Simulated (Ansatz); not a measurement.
YC (rock salt, space group No. 225) under volume change, the program Ansatz at the PBEsol level (PAW), scaled uniformly.

```tsv
V (Å³/atom)	E − E(relaxed) (meV/atom)	P (GPa)
14.498	63.0	15.22
14.976	[?]	[?]
15.453	[?]	[?]
15.931	0.0	0.00
16.409	5.7	-3.72
16.887	21.7	-6.92
17.365	46.5	-9.66
```

### Question
Complete the blanks.

### Answer

- 14.976, E − E(relaxed) (meV/atom): 26.5
- 14.976, P (GPa): 9.36
- 15.453, E − E(relaxed) (meV/atom): 6.3
- 15.453, P (GPa): 4.33

### Question
What does a third-order Birch–Murnaghan fit give for V₀, B₀ and B′?

### Answer
V₀ = 15.93 Å³/atom, B₀ = 133 GPa, B′ = 4.0.

Space group Fm-3m (rock salt). The start of the workflow was typed in or built on a structure type; the Crystallography Open Database copy checked does not list it. Whether it is the stable phase at ambient conditions was not checked. The PBEsol relaxation kept the symmetry of its start; of distortions, only those at the zone centre were tested. The run is not spin-polarised.

Potentials: the earlier of the program's two PAW sets.
